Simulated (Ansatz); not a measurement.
All numbers below come from DFT PBE, scalar-relativistic, plane waves, PAW in Ansatz 0.2.0. Settings: cutoff 420 eV, Γ-centred meshes spaced at most about 0.3 Å⁻¹, and about 0.25 Å⁻¹ or finer for metals (2π included), Gaussian smearing. No spin polarisation in the final relaxations.

These are static total energies at zero pressure.

Two relaxed structures of Hf5Te:

A.

```yaml
crystal:
  lattice:
    - [2.93332, 1.69355, 4.62808]
    - [-2.93332, 1.69355, 4.62808]
    - [0.00000, -3.38710, 4.62808]
  atoms:
    - { symbol: Hf, position: [0.11513, 0.11513, 0.11513] }
    - { symbol: Hf, position: [0.88487, 0.88487, 0.88487] }
    - { symbol: Hf, position: [0.50000, 0.00000, 0.50000] }
    - { symbol: Hf, position: [0.50000, 0.50000, 0.00000] }
    - { symbol: Hf, position: [0.00000, 0.50000, 0.50000] }
    - { symbol: Te, position: [0.50000, 0.50000, 0.50000] }
```

B.

```yaml
crystal:
  lattice:
    - [5.97558, 0.00000, 0.00000]
    - [-2.98779, 5.17501, 0.00000]
    - [0.00000, 0.00000, 4.90847]
  atoms:
    - { symbol: Hf, position: [0.50000, 0.00000, 0.50000] }
    - { symbol: Hf, position: [0.50000, 0.50000, 0.50000] }
    - { symbol: Hf, position: [0.00000, 0.50000, 0.50000] }
    - { symbol: Hf, position: [0.33333, 0.66667, 0.00000] }
    - { symbol: Hf, position: [0.66667, 0.33333, 0.00000] }
    - { symbol: Te, position: [0.00000, 0.00000, 0.00000] }
```

Problem. Which form is favoured at zero pressure, and by what margin per atom?

Solution. A is lower, by 0.57 eV/atom. A has space group R-3m (No. 166), 23.0 Å³/atom and no gap on its mesh; B has the CaCu5 type, space group P6/mmm (No. 191), 25.3 Å³/atom and no gap. Counting Hf atoms around Te (those within 1.25 times the shortest such distance or 1.15 times the sum of covalent radii; a plus sign parts nearer from farther groups), A has Te 6+6 and B has Te 6+12. The denser one is the lower, and pressure would at first widen the difference. In A, around Hf on a site of symmetry 3m lie 10 Hf at 3.20–3.47 Å, 3 Te at 3.46 Å and 3 Hf at 3.68 Å; Hf on a site of symmetry 2/m has 2 Te at 2.87 Å, 4 Hf at 2.93 Å and 6 Hf at 3.34–3.47 Å; Te is surrounded by 6 Hf at 2.87 Å and 6 Hf at 3.46 Å. In B, around Hf on a site of symmetry mmm lie 8 Hf at 2.99–3.00 Å and 4 Te at 3.87 Å; around Hf on a site of symmetry -6m2 lie 6 Hf at 3.00 Å, 3 Te at 3.45 Å and 3 Hf at 3.45 Å; Te is surrounded by 6 Hf at 3.45 Å and 12 Hf at 3.87 Å. Both come from invented guesses.

Spin–orbit coupling, which can matter for Hf and Te, is left out. A magnetic state wasn't ruled out in cells without spin, among them R-3m, P6/mmm. Cells relaxed within their symmetry can be saddle points.
